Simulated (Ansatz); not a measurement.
Mg4Te3Se:
```
Mg4Te3Se
1.0
    4.48989     0.00000     0.00000
    0.00000     4.48989     0.00000
    0.00000     0.00000    12.60189
Mg Te Se
4 3 1
Cartesian
  2.24495   0.00000   7.65740
  0.00000   2.24495   4.94449
  2.24495   0.00000   1.65411
  0.00000   2.24495  10.94778
  2.24495   2.24495   3.30255
  2.24495   2.24495   9.29934
  0.00000   0.00000   0.00000
  0.00000   0.00000   6.30094
```

Relaxed with r²SCAN. Special points in fractions of this cell's reciprocal vectors: Γ (0.000, 0.000, 0.000); X (0.000, 0.500, 0.000); M (0.500, 0.500, 0.000); Z (0.000, 0.000, 0.500); R (0.000, 0.500, 0.500); A (0.500, 0.500, 0.500).

Question: List the band energies nearest the valence-band maximum at these points for plane-wave PAW r²SCAN (Ansatz code).

Answer: In eV from the valence-band maximum; about four levels below and three above (degenerate sets whole), none deeper than 8.9 eV; points with the same levels are listed once.

```csv
k,below,above
Γ,-0.55 -0.55 -0.12 0.00 0.00,2.80 3.45 4.21
X,-0.51 -0.30 -0.28 -0.27,3.66 4.15 5.00
M,-1.28 -1.26 -1.26 -1.20,3.16 3.36 4.25 4.25
Z,-0.34 -0.34 -0.12 -0.12,3.30 3.73 4.08
R,-0.95 -0.29 -0.28 -0.28,4.12 4.52 4.55
A,-1.53 -1.53 -1.44 -1.33 -1.32,3.88 3.89 3.94
```

Space group P-4m2. The workflow started from a Materials Project entry (that database holds measured and hypothetical structures alike); the Crystallography Open Database copy checked does not list it. Whether it is the stable phase at ambient conditions was not checked. Symmetry was held in the r²SCAN relaxation; its stability against distortions is not shown here. Spin–orbit coupling is left out wherever it is not named.

Potentials: the later of the program's two PAW sets.
